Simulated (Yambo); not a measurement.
GaN (zinc blende, space group F-43m, No. 216): the exchange self-energy on PBEsol orbitals (Yambo, 6×6×6 mesh) holds the Coulomb divergence, which is integrated with random points (RandQpts).

```json
[
 {"random points": "1,000", "exchange-only gap Γ → Γ (eV)": "8.26", "shift of the valence edge (eV)": "-2.39", "gap against the reference (meV)": "-350"},
 {"random points": "10,000", "exchange-only gap Γ → Γ (eV)": "8.52", "shift of the valence edge (eV)": "-2.80", "gap against the reference (meV)": "-97"},
 {"random points": "100,000", "exchange-only gap Γ → Γ (eV)": "8.62", "shift of the valence edge (eV)": "-2.97", "gap against the reference (meV)": "10"},
 {"random points": "1,000,000", "exchange-only gap Γ → Γ (eV)": "8.62", "shift of the valence edge (eV)": "-2.96", "gap against the reference (meV)": "3"},
 {"random points": "5,000,000", "exchange-only gap Γ → Γ (eV)": "8.61", "shift of the valence edge (eV)": "-2.96", "gap against the reference (meV)": "reference"}
]
```

From 100,000 points on, the gap stays within 20 meV of the run with most points. The error is statistical; each row is a single draw, so the rows fix no rate of convergence.

Spin-orbit coupling is not included.

Geometry relaxed with PBEsol; primitive cell a = b = c = 3.1817 Å, α = β = γ = 60.00°.

This is not the ordinary phase of the substance; no match was found in the copy of COD used, and its stability was not checked.

A shift is the quasiparticle energy of the state minus its PBEsol energy.
